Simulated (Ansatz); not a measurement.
Problem. Each is relaxed and computed with r²SCAN (plane waves, PAW; program Ansatz). Which is the only one with a gap?
A) Ti3As, P4_2/n (Ti on 8g, Ti on 8g, Ti on 8g, As on 8g)
B) Ca2As, I4/mmm (Ca on 4c, Ca on 4e, As on 4e)
C) PmAs3, Cu3Au type
D) Ca2AsI, R-3m (Ca on 6c, As on 3b, I on 3a)

Solution. D, Ca2AsI, R-3m (Ca on 6c, As on 3b, I on 3a). Ca2AsI: gap 1.88 eV (indirect); Ca2As: metal; Ti3As: metal; PmAs3: metal. Caveat: open 4f shells can settle in a state that is not the lowest. Spin orders computed, not proven ground states: PmAs3, Cu3Au type ferromagnetic. Standing as an ambient phase not checked: Ca2AsI, R-3m (Ca on 6c, As on 3b, I on 3a); Ca2As, I4/mmm (Ca on 4c, Ca on 4e, As on 4e); Ti3As, P4_2/n (Ti on 8g, Ti on 8g, Ti on 8g, As on 8g); PmAs3, Cu3Au type. All cells were relaxed under the symmetry of their starts (and spin orders); stability against distortions was not tested throughout. Rows with no word on spin ran without spin polarisation. No Hubbard U is applied. Spin–orbit coupling is left out wherever it is not named.

Potentials: the later of the program's two PAW sets (Tc and Pm come from another file).
